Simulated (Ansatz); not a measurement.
V$_{2}$GeB$_{2}$:
```cif
data_B2GeV2
_chemical_formula_sum 'V2 Ge1 B2'
_space_group_name_H-M_alt 'P-6m2'
_space_group_IT_number 187
_space_group_name_Hall 'P -6 2'
_cell_length_a 3.01236
_cell_length_b 3.01236
_cell_length_c 6.74920
_cell_angle_alpha 90.000
_cell_angle_beta 90.000
_cell_angle_gamma 120.000
loop_
_atom_site_label
_atom_site_type_symbol
_atom_site_symmetry_multiplicity
_atom_site_Wyckoff_symbol
_atom_site_fract_x
_atom_site_fract_y
_atom_site_fract_z
_atom_site_occupancy
V1 V 2 h 0.33333 0.66667 0.28725 1
Ge1 Ge 1 a 0.00000 0.00000 0.00000 1
B1 B 1 b 0.00000 0.00000 0.50000 1
B2 B 1 f 0.66667 0.33333 0.50000 1
```

Relaxed at zero pressure with PBE in the plane-wave PAW code Ansatz.

Task: The volume is raised by 6 % and shape and atoms relax at that volume. What pressure results, and how do the axes share the change?

Result: -10.3 GPa; a 1.8 %, b 1.8 %, c 2.3 %; the energy rises by 22 meV/atom.

Task: Give the new structure.

Result: 
Space group P-6m2 (No. 187); a = 3.0659 Å, b = 3.0659 Å, c = 6.9065 Å, α = 90.00°, β = 90.00°, γ = 120.00°

```tsv
atom	site	symmetry	x	y	z
V	2h	3m.	0.3333	0.6667	0.2904
Ge	1a	-6m2	0.0000	0.0000	0.0000
B	1b	-6m2	0.0000	0.0000	0.5000
B	1f	-6m2	0.6667	0.3333	0.5000
```

The phase is kept; no other phase was compared at this pressure.

The start of the workflow was typed in or built on a structure type; neither database checked (COD, Materials Project) lists it. Its standing as an ambient phase is unchecked. The cell was relaxed with PBE under the symmetry of its start; its stability against distortions is not shown here. The workflow began spin-polarised and lost its moments.

Potentials: the earlier of the program's two PAW sets.
